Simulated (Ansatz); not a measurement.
Ti2SnC:
```
Ti2SnC
1.0
    3.13897     0.00000     0.00000
   -1.56949     2.71843     0.00000
    0.00000     0.00000    13.64052
Ti Sn C
4 2 2
Direct
  0.33333   0.66667   0.08088
  0.66667   0.33333   0.91912
  0.66667   0.33333   0.58088
  0.33333   0.66667   0.41912
  0.33333   0.66667   0.75000
  0.66667   0.33333   0.25000
  0.00000   0.00000   0.00000
  0.00000   0.00000   0.50000
```

Relaxed with PBEsol. Special points in fractions of this cell's reciprocal vectors: Γ (0.000, 0.000, 0.000); M (0.500, 0.000, 0.000); K (0.333, 0.333, 0.000); A (0.000, 0.000, 0.500); L (0.500, 0.000, 0.500); H (0.333, 0.333, 0.500).

Problem. List the band energies nearest the Fermi level at these points for PBEsol (plane waves, PAW; program Ansatz).

Solution. In eV from the Fermi level; about four levels below and three above (degenerate sets whole), none deeper than 8.9 eV; points with the same levels are listed once.

```
k                          below                     above
-  -----------------------------  ------------------------
Γ  -2.97 -2.97 -2.95 -2.95 -2.70  0.27 0.27 0.28 0.28 0.28
M        -2.19 -2.11 -1.71 -1.69            1.04 1.21 1.47
K        -2.26 -1.98 -1.98 -0.73            0.63 0.73 0.73
A        -2.96 -2.96 -2.96 -2.96       0.27 0.27 0.27 0.27
L        -2.15 -2.15 -1.70 -1.70       1.26 1.26 1.44 1.44
H        -1.96 -1.96 -0.17 -0.17       0.62 0.62 1.75 1.75
```

Space group P6_3/mmc. The first step of the workflow began from a Materials Project structure, measured or hypothetical; the Crystallography Open Database copy checked does not list it. Whether it is the stable phase at ambient conditions was not checked. The PBEsol relaxation kept the symmetry of its start; whether a distortion lowers the energy is not shown. No spin polarisation was allowed. Spin–orbit coupling is left out wherever it is not named.

Potentials: the earlier of the program's two PAW sets. The files were generated under PBE; for other functionals the program regenerates the frozen cores, and for LDA and PBEsol the local potential too.
